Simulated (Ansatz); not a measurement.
In PBE (plane waves, PAW; program Ansatz), AlSiCN in the trigonal phase (R3m; Al on 3a, N on 3a, Si on 3a, C on 3a) relaxes to a = 3.135 Å, c = 15.310 Å. Al has 4 nearest neighbours from 1.91 Å (tetrahedral); N has 4 nearest neighbours from 1.94 Å (tetrahedral); C has 4 nearest neighbours from 1.75 Å (tetrahedral). Its formation energy from the elements is -0.32 eV/atom, with no fitted shifts.

The Kohn–Sham gap is 0.07 eV (indirect). The valence maximum lies at Γ and the conduction minimum at F (3 equivalent valleys). Electrons at the band edge weigh 0.22, 0.35, 0.49 mₑ (principal values).

An equation-of-state fit gives a bulk modulus of 176 GPa.

The start of the workflow was typed in or built on a structure type; neither database checked (COD, Materials Project) lists it. Whether it is the stable phase at ambient conditions was not checked. The PBE relaxation kept the symmetry of its start; its stability against distortions is not shown here. The references are the lowest solids computed at this level, not always the standard phases (solids in place of the gases).

Potentials: the earlier of the program's two PAW sets.
